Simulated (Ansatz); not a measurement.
Rh (fcc (Cu type)), relaxed and computed with several functionals in Ansatz (plane waves, PAW). Much of their spread follows the volume that each gives.

```json
[
 {"functional": "r²SCAN", "V (Å³/atom)": "13.72", "B₀ by P(V) fit (GPa)": "282"},
 {"functional": "PBEsol", "V (Å³/atom)": "13.50", "B₀ by P(V) fit (GPa)": "?"},
 {"functional": "r²SCAN+D4", "V (Å³/atom)": "13.59", "B₀ by P(V) fit (GPa)": "292"},
 {"functional": "LDA", "V (Å³/atom)": "13.22", "B₀ by P(V) fit (GPa)": "317"},
 {"functional": "PBE", "V (Å³/atom)": "14.04", "B₀ by P(V) fit (GPa)": "257"},
 {"functional": "PBE+D3(BJ)", "V (Å³/atom)": "13.65", "B₀ by P(V) fit (GPa)": "281"}
]
```

Problem. Fit a straight line to ln B₀ against ln V and predict the withheld value.

Solution. Least squares on the 5 shown rows: ln B₀ = -3.48 × ln V + (14.747), with a scatter of 1 %. For PBEsol this gives 296. The run itself gave 295, within the scatter.

All cells were relaxed under the symmetry of their starts (and spin orders); stability against distortions was not tested throughout. Rows with no word on spin ran without spin polarisation. Scalar-relativistic: spin–orbit coupling is off unless named, which matters more the heavier the elements.

Potentials: the later of the program's two PAW sets.

Ansatz (a quantum-chemistry and plane-wave program) is a plane-wave DFT program.
